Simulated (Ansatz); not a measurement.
TePb:
```
TePb
1.0
    0.00000     3.60283     3.60283
    3.60283     0.00000     3.60283
    3.60283     3.60283     0.00000
Pb Te
1 1
Direct
  0.00000   0.00000   0.00000
  0.25000   0.25000   0.25000
```

Relaxed with PBEsol. Special points in fractions of this cell's reciprocal vectors: Γ (0.000, 0.000, 0.000); X (0.500, 0.000, 0.500); U (0.625, 0.250, 0.625); K (0.375, 0.375, 0.750); L (0.500, 0.500, 0.500); W (0.500, 0.250, 0.750).

### Question
List the band energies nearest the valence-band maximum at these points for PBEsol (plane waves, PAW; program Ansatz).

### Answer
In eV from the valence-band maximum; about four levels below and three above (degenerate sets whole), none deeper than 8.9 eV; points with the same levels are listed once.

| k | below | above |
|---|---|---|
| Γ | -6.20 -1.55 -1.55 -1.55 | 1.45 1.45 1.45 |
| X | -8.49 -2.84 -2.84 -0.67 | 0.45 4.47 4.47 |
| U | -8.43 -3.26 -2.64 -0.46 | 1.48 3.58 3.72 |
| L | -7.96 -2.13 -2.13 -2.05 | 2.29 2.29 3.78 |
| W | -8.48 -3.11 -3.04 0.00 | 1.82 2.61 3.65 |

Space group F-43m (zinc blende). The start of the workflow was typed in or built on a structure type; neither database checked (COD, Materials Project) lists it. It is not the phase usual at ambient conditions (space group No. 225). The cell was relaxed with PBEsol under the symmetry of its start. At this level the phase is mechanically unstable. Scalar-relativistic: spin–orbit coupling is off unless named, which matters more the heavier the elements.

Potentials: the earlier of the program's two PAW sets. The files were generated under PBE; for other functionals the program regenerates the frozen cores, and for LDA and PBEsol the local potential too.
